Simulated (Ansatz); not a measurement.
With DFT-LDA in the program Ansatz with PAW potentials, MoS$_{2}$ in the trigonal phase (R3m; Mo on 3a, S on 3a, S on 3a) relaxes to a = 3.126 Å, c = 17.973 Å. Mo has 6 nearest neighbours from 2.38 Å (trigonal prismatic); S on 3a has 3 nearest neighbours from 2.38 Å (trigonal pyramidal); S on 3a has 3 nearest neighbours from 2.38 Å (trigonal pyramidal). Its formation energy from the elements is -1.01 eV/atom, with no fitted shifts.

It is gapped at this level: 0.70 eV (indirect). The electron mass is 0.46, 0.58, 0.73 mₑ (principal values). The hole mass is 0.62, 0.62, 0.93 mₑ (principal values).

The relaxed-ion elastic constants in GPa are C11 = 245, C12 = 61.6, C13 = 16.3, C14 = 5.0, C33 = 46.2, C44 = 22.0. The elastic constants imply a Debye temperature near 375 K. Perturbation theory gives ε∞ = 15.7 (xx = yy), 7.75 (zz). Letting the ions move raises it to ε0 = 15.9 (xx = yy), 7.84 (zz). Born charges are Mo -1.05, S +0.49 to +0.56 e. Without the LO–TO term the highest mode at Γ lies at 14.09 THz.

The LDA relaxation kept the symmetry of its start; of distortions, only those at the zone centre were tested. The run is not spin-polarised. A crystal of weakly bound layers computed without a dispersion correction: the cell and the soft elastic constants depend strongly on that. The references are the lowest solids computed at this level, not always the standard phases. Scalar-relativistic: spin–orbit coupling is off unless named, which matters more the heavier the elements.

Potentials: the earlier of the program's two PAW sets.
